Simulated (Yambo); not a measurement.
G0W0@PBEsol for RbBr (rock salt, space group Fm-3m, No. 225) in Yambo. Reference settings: 4×4×4 Γ-centred k mesh, 145 bands and a 8 Ry block in the screening, 145 bands in G with the Bruneval-Gonze terminator, plasmon pole fitted at 27.2 eV. The PBEsol gap Γ → Γ on this mesh is 4.22 eV; G0W0 gaps are taken between the same points.

With and without the terminator, as bands are cut:

```tsv
bands in G (in W)	gap, terminator (eV)	gap, none (eV)	valence shift, terminator (eV)	valence shift, none (eV)
47 (145)	6.781	6.553	-1.882	-1.458
89 (145)	6.794	6.699	-1.915	-1.728
145 (145)	6.799	6.765	-1.923	-1.848
```

Over this range the gap spans 0.018 eV with the terminator and 0.212 eV without, the valence shift 0.041 eV and 0.390 eV. Neither column has reached its limit for certain.

Spin-orbit coupling is not included.

Geometry relaxed with PBEsol; primitive cell a = b = c = 4.8389 Å, α = β = γ = 60.00°.

A shift is the quasiparticle energy of the state minus its PBEsol energy.
